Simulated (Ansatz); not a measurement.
Field gradients of ZnPtC6N6 from run to run

Cell of run 1: a COD entry, atoms as given.

Space group Fm-3m (No. 225); a = 10.5186 Å.

| site | Wyckoff | site symmetry | x | y | z |
| --- | --- | --- | --- | --- | --- |
| Zn | 4b | m-3m | 0.5000 | 0.5000 | 0.5000 |
| Pt | 4a | m-3m | 0.0000 | 0.0000 | 0.0000 |
| C | 24e | 4m.m | 0.5000 | 0.5000 | 0.1931 |
| N | 24e | 4m.m | 0.5000 | 0.5000 | 0.2967 |

One atom of each set is listed; the run and its k-mesh use a cell of 14 atoms with edges of 7.44, 7.44, 7.44 Å.

Relaxed positions (PBE, cell held):

Zn (0.5000, 0.5000, 0.5000)
Pt (0.0000, 0.0000, 0.0000)
C (0.5000, 0.5000, 0.1903)
N (0.5000, 0.5000, 0.3001)

All runs are DFT with Ansatz 0.2.0 (plane waves and PAW, scalar-relativistic unless spin–orbit coupling is named, Γ-centred meshes, Fermi–Dirac smearing where given) in this cell.

Run 1: PBE, atoms as given; 420 eV, 6×6×6 k-points, smearing 0.05 eV.
Run 2: PBE, atoms relaxed; 420 eV, 6×6×6 k-points, smearing 0.05 eV.
Run 3: r2SCAN, at the relaxed atoms; 500 eV, 6×6×6 k-points, smearing 0.05 eV.
Run 4: PBE with spin–orbit coupling, at the relaxed atoms; 420 eV, 6×6×6 k-points, smearing 0.05 eV.
Run 5: PBEsol, at the relaxed atoms; 420 eV, 6×6×6 k-points, smearing 0.05 eV.

```tsv
run	C V_zz (η)	N V_zz (η)
1	-4.01 (0.00)	-7.10 (0.00)
2	-3.78 (0.00)	-5.82 (0.00)
3	?	?
4	-3.79 (0.00)	-5.83 (0.00)
5	-3.73 (0.00)	-5.77 (0.00)
```

V_zz in 10²¹ V/m²; 2 of the 4 sets of like atoms are followed.

Task: Estimate the row of run 3.

Result: C: -4.13 (0.00); N: -6.09 (0.00). It lies nearest to run 4, from whose tensors on these sites it differs by 0.35 at most (largest principal value of the difference, on C). Taken one at a time, the positions of the atoms (as given or relaxed) move the tensors on these sites by up to 1.28 (largest principal value of the change, on N), the functional (between the two that differ most) by 0.40 (C), spin–orbit coupling by 0.01.

The database entry as given showed forces above 3 eV/Å or a pressure above 30 GPa, though relaxing it moves no atom far. In runs 1, 3 the atoms aren't at the calculated equilibrium (largest force 10, 0.81 eV/Å). The cell isn't the equilibrium one in run 1 (calculated pressure 12 GPa), and the entry's cell may itself be off.
